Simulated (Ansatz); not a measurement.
Relaxed-ion elastic tensor of RuN2 in space group Pnnm (No. 58; Ru on 2a, N on 4g) in GPa (Voigt order), DFT-PBEsol in the program Ansatz with PAW potentials; density 8.13 g/cm³, 8.79 Å³ per atom.

```
 680   170   249   0.0   0.0   0.0
 170   835  90.1   0.0   0.0   0.0
 249  90.1   500   0.0   0.0   0.0
 0.0   0.0   0.0   101   0.0   0.0
 0.0   0.0   0.0   0.0   299   0.0
 0.0   0.0   0.0   0.0   0.0   127
```

Is the crystal mechanically stable?

Yes: the smallest eigenvalue of C is 101 GPa.

Work out the Voigt, Reuss and Hill averages.

K_V = 337, K_R = 324, K_H = 331; G_V = 206, G_R = 165, G_H = 185 GPa.

Give Young's modulus, Poisson's ratio, Pugh's ratio and the universal anisotropy index.

E = 9KG/(3K + G) = 469 GPa; ν = 0.26; K/G = 1.78 (near the Pugh limit of 1.75, no verdict); A_U = 5G_V/G_R + K_V/K_R − 6 = 1.27.

Estimate the sound speeds and the Debye temperature.

v_l = √((K + 4G/3)/ρ) = 8430 m/s, v_t = √(G/ρ) = 4780 m/s, mean 5310 m/s; Θ = (h/k)(3n/4πV)^(1/3) v_m = 766 K.

Solve the Christoffel equation for the three sound speeds along x, y, z.

Eigenvalues of C_ijkl n_j n_l equal ρv². In km/s, slowest first: x 3.95, 6.07, 9.15; y 3.52, 3.95, 10.14; z 3.52, 6.07, 7.85.

How much does each axis shrink under pressure?

Linear compressibilities β_i = Σ_j S_ij (j = 1 to 3): x 0.70, y 0.89, z 1.5 per TPa.

The first step of the workflow began from a Materials Project structure, measured or hypothetical; the Crystallography Open Database copy checked does not list it. Its standing as an ambient phase is unchecked. The PBEsol relaxation kept the symmetry of its start; whether a distortion lowers the energy is not shown. The run is not spin-polarised. Its formation energy is positive at this level, so the cell may be metastable or incomplete. As this level gives no gap, shear constants depend on the k-mesh and smearing (Fermi–Dirac, 0.1 eV here). On the denser mesh and wider smearing of the elastic run this cell carries a stress of 0.4 GPa.

Potentials: the later of the program's two PAW sets.
